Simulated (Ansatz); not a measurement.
**Fields on a plane of KBr (rock salt)**

```xyz
2
Lattice="0.0000 3.3044 3.3044 3.3044 0.0000 3.3044 3.3044 3.3044 0.0000" Properties=species:S:1:pos:R:3 pbc="T T T"
K      0.0000     0.0000     0.0000
Br     3.3044     3.3044     3.3044
```

The slice is a {100} plane (indices of the conventional cell) through the point (0.500, 0.500, 0.500) (fractional), spanned by u = [100] and v = [0 1 -1] in vectors of this cell: u (4.67 Å) and v (4.67 Å, at 90° to u). It covers one period; positions are fractions (u, v).

Atoms on it: K at (0.50, 0.50); Br at (0.00, 0.00).

Level of theory: r2SCAN (plane waves to 500 eV, PAW, scalar-relativistic; Ansatz, a program for electronic structure). k mesh 9×9×9. These are valence fields of a PAW run, semicore shells included where kept as valence: close to a nucleus they are smooth pseudo fields. KBr was relaxed with its symmetry unable to fall.

```tsv
v \ u	0.00	0.12	0.25	0.38	0.50	0.62	0.75	0.88
0.88	0.63	0.88	0.78	0.10	0.01	0.10	0.78	0.88
0.75	0.83	0.78	0.12	0.09	0.48	0.09	0.12	0.78
0.62	0.41	0.10	0.09	0.85	0.87	0.85	0.09	0.10
0.50	0.01	0.01	0.48	0.87	x	0.87	0.48	0.01
0.38	0.41	0.10	0.09	0.85	0.87	0.85	0.09	0.10
0.25	0.83	0.78	0.12	0.09	0.48	0.09	0.12	0.78
0.12	0.63	0.88	0.78	0.10	0.01	0.10	0.78	0.88
0.00	x	0.62	0.83	0.40	0.01	0.40	0.83	0.62
```

Values: electron localisation function (ELF). Points within 0.5 Å of a nucleus are blanked (x), as the pseudised field means little there.

```
|xxxxxxx1589999999999999851xxxxxx|
|xxxxxxx2589999999999999852xxxxxx|
|xxxxxxx3689999999999999863xxxxxx|
|xxxxxx257899988888889998752xxxxx|
|xxxxx14688888887778888888641xxxx|
|xxxx2467888877666667788887642xxx|
|01235678887766555556677888765321|
|55567888876654322234566788887655|
|78888888765421000001245678888888|
|9999988765420xxxxxxx024567889999|
|999998876420xxxxxxxxx02467889999|
|99999876520xxxxxxxxxxx0256789999|
|9999887641xxxxxxxxxxxxx146788999|
|9999886530xxxxxxxxxxxxx035688999|
|9999876520xxxxxxxxxxxxx025678999|
|9999876520xxxxxxxxxxxxx025678999|
|9999876520xxxxxxxxxxxxx025678999|
|9999886530xxxxxxxxxxxxx035688999|
|9999887641xxxxxxxxxxxxx146788999|
|99999876520xxxxxxxxxxx0256789999|
|999998876420xxxxxxxxx02467889999|
|9999988765420xxxxxxx024567889999|
|78888888765421000001245678888888|
|55567888876654322234566788887655|
|01235678887766555556677888765321|
|xxxx2467888877666667788887642xxx|
|xxxxx14688888887778888888641xxxx|
|xxxxxx257899988888889998752xxxxx|
|xxxxxxx3689999999999999863xxxxxx|
|xxxxxxx2589999999999999852xxxxxx|
|xxxxxxx1589999999999999851xxxxxx|
|xxxxxxx0579999999999999750xxxxxx|
```
Scale: ten equal steps from -3.00 (start of '0') to 5.09 (end of '9'), in the order '0123456789'. Values: electrostatic potential energy of an electron, from the cell's mean, in eV. The map has 32 points along u (one character each, u = 0 at the left) and 32 along v (v = 0 in the bottom row). Points within 1 Å of a nucleus are blanked (x), as the pseudised field means little there. Values under -3 eV are set to -3. The zero, the cell's mean, hangs on the PAW cores.

| Item | Result |
|---|---|
| Density on the K–Br line (3.30 Å) at its density minimum, 1.5 Å from K | 0.07 e/Å³ |
| ELF at that point | 0.0 |
| Character of the K–Br contact (rough rule: ELF there above 0.7 covalent, below 0.2 ionic, polar between) | closed-shell (ionic) |
